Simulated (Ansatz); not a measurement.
BP:
```cif
data_BP
_chemical_formula_sum 'B1 P1'
_space_group_name_H-M_alt 'P 1'
_space_group_IT_number 1
_cell_length_a 3.21608
_cell_length_b 3.21608
_cell_length_c 3.21608
_cell_angle_alpha 60.000
_cell_angle_beta 60.000
_cell_angle_gamma 60.000
loop_
_space_group_symop_operation_xyz
  'x, y, z'
loop_
_atom_site_label
_atom_site_type_symbol
_atom_site_fract_x
_atom_site_fract_y
_atom_site_fract_z
_atom_site_occupancy
B1 B 0.00000 0.00000 0.00000 1
P1 P 0.75000 0.75000 0.75000 1
```

Relaxed with PBE.

**Question.** Which orbitals make up the states near the band edges in PBE (plane waves, PAW; program Ansatz)?

**Answer.** Top 1 eV of the valence band: B 2p 52 %, P 3p 45 %. Bottom 1 eV of the conduction band: P 3p 24 %, B 2p 24 %, B 2s 23 %, P 3s 12 %, outside the projected shells 16 %. Projections are on Löwdin-orthogonalised atomic valence shells; empty p or d shells of many metals are not among them.

**Question.** Tabulate the density of states.

**Answer.** States/eV per cell of 2 atoms, in 0.25 eV bins, energy from the valence-band maximum.

```csv
E (eV),total,P 3p,B 2p,B 2s
-7.85,1.09,0.54,0.17,0.31
-7.60,0.64,0.31,0.12,0.15
-7.35,0.52,0.24,0.11,0.11
-7.10,0.42,0.19,0.09,0.08
-6.85,0.37,0.17,0.09,0.07
-6.60,0.32,0.14,0.08,0.06
-6.35,0.29,0.13,0.07,0.05
-6.10,0.48,0.24,0.16,0.05
-5.85,0.78,0.40,0.29,0.05
-5.60,0.79,0.40,0.29,0.06
-5.35,0.75,0.37,0.28,0.06
-5.10,0.73,0.36,0.28,0.06
-4.85,0.80,0.39,0.31,0.05
-4.60,0.85,0.42,0.34,0.05
-4.35,0.92,0.45,0.38,0.05
-4.10,1.11,0.55,0.47,0.05
-3.85,1.13,0.56,0.49,0.04
-3.60,1.09,0.54,0.48,0.04
-3.35,1.06,0.53,0.47,0.03
-3.10,1.01,0.50,0.45,0.03
-2.85,0.99,0.49,0.45,0.03
-2.60,0.97,0.48,0.45,0.02
-2.35,0.93,0.46,0.44,0.02
-2.10,0.91,0.44,0.43,0.02
-1.85,0.85,0.41,0.41,0.01
-1.60,0.60,0.29,0.29,0.01
-1.35,0.46,0.22,0.23,0.01
-1.10,0.36,0.17,0.18,0.01
-0.85,0.28,0.13,0.14,0.00
-0.60,0.21,0.09,0.11,0.00
-0.35,0.14,0.06,0.07,0.00
-0.10,0.04,0.02,0.02,0.00
0.15,0.00,0.00,0.00,0.00
0.40,0.00,0.00,0.00,0.00
0.65,0.00,0.00,0.00,0.00
0.90,0.00,0.00,0.00,0.00
1.15,0.00,0.00,0.00,0.00
1.40,0.08,0.02,0.01,0.02
1.65,0.20,0.05,0.04,0.05
1.90,0.30,0.07,0.07,0.07
2.15,0.39,0.09,0.11,0.08
2.40,0.47,0.11,0.13,0.08
2.65,0.55,0.13,0.16,0.08
2.90,0.64,0.16,0.20,0.09
3.15,0.74,0.19,0.24,0.09
3.40,0.88,0.24,0.29,0.09
3.65,1.05,0.28,0.36,0.10
3.90,1.74,0.39,0.56,0.22
4.15,1.38,0.32,0.50,0.11
4.40,0.80,0.20,0.29,0.05
4.65,0.77,0.25,0.24,0.05
4.90,1.10,0.39,0.33,0.08
5.15,1.18,0.42,0.33,0.11
5.40,1.27,0.43,0.35,0.12
5.65,1.38,0.46,0.37,0.13
5.90,1.12,0.36,0.31,0.10
```

Space group F-43m (zinc blende). The cell was relaxed with PBE under the symmetry of its start.

Potentials: the later of the program's two PAW sets.
